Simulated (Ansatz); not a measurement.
**Does relaxation matter for the field gradients of ZnS with indium replacing Zn?**

Start: a supercell of ZnS (space group P6_3mc) built from a COD entry, with all atoms left at the host's positions.

```cif
data_Zn15InS16
_symmetry_space_group_name_H-M 'P3m1'
_symmetry_Int_Tables_number 156
_cell_length_a 7.6454
_cell_length_b 7.6454
_cell_length_c 12.5200
_cell_angle_alpha 90.000
_cell_angle_beta 90.000
_cell_angle_gamma 120.000
loop_
_atom_site_label
_atom_site_type_symbol
_atom_site_symmetry_multiplicity
_atom_site_Wyckoff_symbol
_atom_site_fract_x
_atom_site_fract_y
_atom_site_fract_z
Zn1 Zn 3 d 0.8333 0.6667 0.0000
Zn3 Zn 1 b 0.3333 0.6667 0.0000
Zn5 Zn 3 d 0.8333 0.6667 0.5000
Zn7 Zn 1 b 0.3333 0.6667 0.5000
In In 1 a 0.0000 0.0000 0.2500
Zn10 Zn 3 d 0.0000 0.5000 0.2500
Zn13 Zn 3 d 0.1667 0.8333 0.7500
Zn16 Zn 1 c 0.6667 0.3333 0.7500
S17 S 3 d 0.8333 0.6667 0.1875
S19 S 1 b 0.3333 0.6667 0.1875
S21 S 3 d 0.8333 0.6667 0.6875
S23 S 1 b 0.3333 0.6667 0.6875
S25 S 1 a 0.0000 0.0000 0.4375
S26 S 3 d 0.0000 0.5000 0.4375
S29 S 3 d 0.1667 0.8333 0.9375
S32 S 1 c 0.6667 0.3333 0.9375
```

One atom of each set is listed.

Level of theory: DFT, PBE, plane waves and PAW, scalar-relativistic, 420 eV cutoff, Γ-centred 3×3×2 k-points, Fermi–Dirac smearing 0.01 eV, cell charge +1 (Ansatz 0.2.0).

The largest force at the start is 1.7 eV/Å. Relaxing the ions at fixed cell moves them by 0.134 Å at most (atom 25, S) and 0.061 Å rms.

| site | moved (Å) | first shell before | first shell after | V_zz before (10²¹ V/m²) | η before |
| --- | --- | --- | --- | --- | --- |
| Zn1 | 0.093 | 4 S at 2.34–2.35 Å | 4 S at 2.32–2.38 Å | 1.75 | 0.15 |
| Zn3 | 0.020 | 4 S at 2.34–2.35 Å | 4 S at 2.33–2.36 Å | 0.72 | 0.00 |
| Zn5 | 0.077 | 4 S at 2.34–2.35 Å | 4 S at 2.31–2.37 Å | 1.09 | 0.28 |
| In | 0.018 | 4 S at 2.34–2.35 Å | 4 S at 2.46–2.47 Å | -0.89 | 0.00 |
| Zn10 | 0.059 | 4 S at 2.34–2.35 Å | 4 S at 2.31–2.35 Å | -1.37 | 0.46 |
| Zn13 | 0.011 | 4 S at 2.34–2.35 Å | 4 S at 2.33–2.35 Å | 0.39 | 0.31 |
| S17 | 0.121 | 3 Zn at 2.34–2.35 Å, 1 In at 2.34 Å | 3 Zn at 2.35–2.38 Å, 1 In at 2.47 Å | 3.79 | 0.26 |
| S19 | 0.012 | 4 Zn at 2.34–2.35 Å | 4 Zn at 2.32–2.36 Å | -1.30 | 0.00 |
| S25 | 0.134 | 3 Zn at 2.34 Å, 1 In at 2.35 Å | 3 Zn at 2.37 Å, 1 In at 2.46 Å | 4.13 | 0.00 |
| S26 | 0.013 | 4 Zn at 2.34–2.35 Å | 4 Zn at 2.31–2.34 Å | -0.87 | 0.75 |
| S29 | 0.009 | 4 Zn at 2.34–2.35 Å | 4 Zn at 2.32–2.35 Å | -0.40 | 0.35 |
| S32 | 0.021 | 4 Zn at 2.34–2.35 Å | 4 Zn at 2.32–2.34 Å | 0.33 | 0.00 |

(1) What are V_zz and η after the relaxation?

Answers

(1) 

```
site  V_zz after  η after  change of V_zz
 Zn1        2.76     0.06           +1.01
 Zn3        0.98     0.00           +0.26
 Zn5        1.90     0.56           +0.81
  In       -1.15     0.00           -0.26
Zn10        2.10     0.72               –
Zn13        0.38     0.71           -0.01
 S17        4.13     0.11           +0.34
 S19       -0.39     0.00           +0.91
 S25        5.22     0.00           +1.09
 S26        1.09     0.12               –
 S29       -0.38     0.82               –
 S32       -0.59     0.00           -0.92
```

The largest change of V_zz along a kept axis is on S25, from 4.13 to 5.22. In per cent, |V_zz| changes by +37 to +74 on Zn, +30 on In, -70 to +26 on S (all sites that start above 0.5, bar those whose gradient vanishes or changes sign or whose main axis turns by over 40°). Where |V_zz| stays above 0.1 and the axes keep their order, η moves most on Zn13, from 0.31 to 0.71. V_zz changes sign on S32 (same axis). On Zn10, S26, S29 the largest principal value lies along another axis in the second run, so the two V_zz can't be compared directly. The table leaves out 4 of the 16 sites, with |V_zz| up to 1.13; their tensors move by 0.83 at most along any direction. The statements above cover all sites. The host's own positions weren't relaxed first, so part of the change far from the defect can be the host's relaxation.

The defect repeats with the cell of 32 atoms, so it feels its images: sites between two images don't show the values beside a lone defect, and zeros or small values of η there can come from the images' arrangement. S and Zn carry a gradient in the pure host already, so the values there aren't the defect's effect alone. A uniform background compensates the cell's charge. Without spin–orbit coupling (the program notes it for In) the gradients are little affected as a rule: paired runs on crystals with a gap mostly move them by under 2 % at such atoms.
Before: The neighbours have not yet relaxed around the defect (largest force 1.7 eV/Å), so a real crystal will differ.
After: The relaxation keeps the site symmetry 3m of the start, so the impurity can move only along its axis; a start off the site could end lower.
